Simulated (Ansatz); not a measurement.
Ag (Im-3m), two-dimensional strain map

Level of theory: DFT PBEsol, scalar-relativistic, plane waves, PAW in Ansatz. Settings: plane waves to 420 eV, k-mesh 20×20×20 (Γ-centred), Gaussian smearing 0.15 eV. No spin polarisation. Energies are free energies at this smearing, counted from the undisturbed cell; pressure is positive in compression.

Zero of the scan (as given, not relaxed at this level; it stands at -7.2 GPa; this bcc form isn't the usual structure):

```
Ag
1.0
    -1.65565    1.65565    1.65565
     1.65565   -1.65565    1.65565
     1.65565    1.65565   -1.65565
Ag
1
Direct
  0.00000 0.00000 0.00000
```

The cell is strained by p along both x and y and by q along z, fractional coordinates fixed. Points are written (p, q).

p was sampled at -0.080, -0.040, 0.000, 0.040, 0.080 and q at -0.080, -0.040, 0.000, 0.040, 0.080.

**Question.** Where on the computed points is the energy highest, and how high?

**Answer.** At (0.080, 0.080): 362.9 meV/atom.

**Question.** Away from (0, 0), which computed point is lowest?

**Answer.** (-0.080, 0.080): -48.6 meV/atom.

The map, in meV/atom:

```csv
p \ q,-0.080,-0.040,0.000,0.040,0.080
-0.080,183.9,80.9,12.4,-29.4,-48.6
-0.040,13.8,-22.0,-35.4,-30.6,-11.9
0.000,-37.0,-27.2,0.0,37.5,83.8
0.040,-8.0,33.4,87.5,148.5,213.5
0.080,72.5,137.3,209.0,285.2,362.9
```